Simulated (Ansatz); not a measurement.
MgH₂ (rutile)

```
MgH2
1.0
    9.03458     0.00000     0.00000
    0.00000     4.51729     0.00000
    0.00000     0.00000     3.01286
Mg H
4 8
Cartesian
  0.00000   0.00000   0.00000
  4.51729   0.00000   0.00000
  2.25865   2.25865   1.50643
  6.77594   2.25865   1.50643
  1.37511   1.37511   0.00000
  5.89240   1.37511   0.00000
  3.63375   0.88354   1.50643
  8.15104   0.88354   1.50643
  0.88354   3.63375   1.50643
  5.40083   3.63375   1.50643
  3.14219   3.14219   0.00000
  7.65948   3.14219   0.00000
```

The atoms are displaced by Q × the pattern below (from a DFPT mode at X = (0.5, 0.0, 0.0), largest move 1; Q in Å), at fixed cell. It is one choice among 2 degenerate patterns. (q is in reciprocal vectors of the primitive cell; the cell shown is doubled to hold the pattern.)

| atom | x | y | z |
|---|---|---|---|
| Mg3 | -0.999 | -0.040 | 0.000 |
| Mg4 | 0.999 | 0.040 | 0.000 |
| H5 | -0.604 | 0.063 | 0.000 |
| H6 | 0.604 | -0.063 | 0.000 |
| H7 | -0.362 | 0.035 | 0.000 |
| H8 | 0.362 | -0.035 | 0.000 |
| H9 | -0.362 | 0.035 | 0.000 |
| H10 | 0.362 | -0.035 | 0.000 |
| H11 | -0.604 | 0.063 | 0.000 |
| H12 | 0.604 | -0.063 | 0.000 |

Atoms not listed stay in place.

Level of theory: PBE (plane waves to 420 eV, PAW, scalar-relativistic; Ansatz, an electronic-structure program). k mesh 4×7×11 (Γ-centred), Fermi-Dirac smearing 0.05 eV. E stands for the smeared free energy. Compression counts positive. MgH2 was relaxed with its symmetry unable to fall. ΔE is measured from the undisplaced structure.

```json
[
 {"Q (Å)": "-0.180", "−dE/dQ from forces (eV/Å)": "1.654", "ΔE (eV/cell)": "?", "P (GPa)": "0.24"},
 {"Q (Å)": "-0.150", "−dE/dQ from forces (eV/Å)": "1.380", "ΔE (eV/cell)": "0.1036", "P (GPa)": "0.17"},
 {"Q (Å)": "-0.120", "−dE/dQ from forces (eV/Å)": "1.105", "ΔE (eV/cell)": "0.0663", "P (GPa)": "0.11"},
 {"Q (Å)": "-0.090", "−dE/dQ from forces (eV/Å)": "0.829", "ΔE (eV/cell)": "0.0373", "P (GPa)": "0.06"},
 {"Q (Å)": "-0.060", "−dE/dQ from forces (eV/Å)": "0.553", "ΔE (eV/cell)": "?", "P (GPa)": "0.03"},
 {"Q (Å)": "-0.030", "−dE/dQ from forces (eV/Å)": "0.277", "ΔE (eV/cell)": "0.0041", "P (GPa)": "0.01"},
 {"Q (Å)": "0.000", "−dE/dQ from forces (eV/Å)": "0.000", "ΔE (eV/cell)": "0.0000", "P (GPa)": "0.00"},
 {"Q (Å)": "0.030", "−dE/dQ from forces (eV/Å)": "-0.277", "ΔE (eV/cell)": "0.0041", "P (GPa)": "0.01"},
 {"Q (Å)": "0.060", "−dE/dQ from forces (eV/Å)": "-0.553", "ΔE (eV/cell)": "?", "P (GPa)": "0.03"},
 {"Q (Å)": "0.090", "−dE/dQ from forces (eV/Å)": "-0.829", "ΔE (eV/cell)": "0.0373", "P (GPa)": "0.06"},
 {"Q (Å)": "0.120", "−dE/dQ from forces (eV/Å)": "-1.105", "ΔE (eV/cell)": "0.0663", "P (GPa)": "0.11"},
 {"Q (Å)": "0.150", "−dE/dQ from forces (eV/Å)": "-1.380", "ΔE (eV/cell)": "0.1036", "P (GPa)": "0.17"},
 {"Q (Å)": "0.180", "−dE/dQ from forces (eV/Å)": "-1.654", "ΔE (eV/cell)": "?", "P (GPa)": "0.24"}
]
```

Question: Complete the blanks.

Answer: 
- -0.180, ΔE (eV/cell): 0.1491
- -0.060, ΔE (eV/cell): 0.0166
- 0.060, ΔE (eV/cell): 0.0166
- 0.180, ΔE (eV/cell): 0.1491

(For displaced atoms, the force is minus the slope of the energy, and its curvature is a force constant, which sets phonon frequencies.)
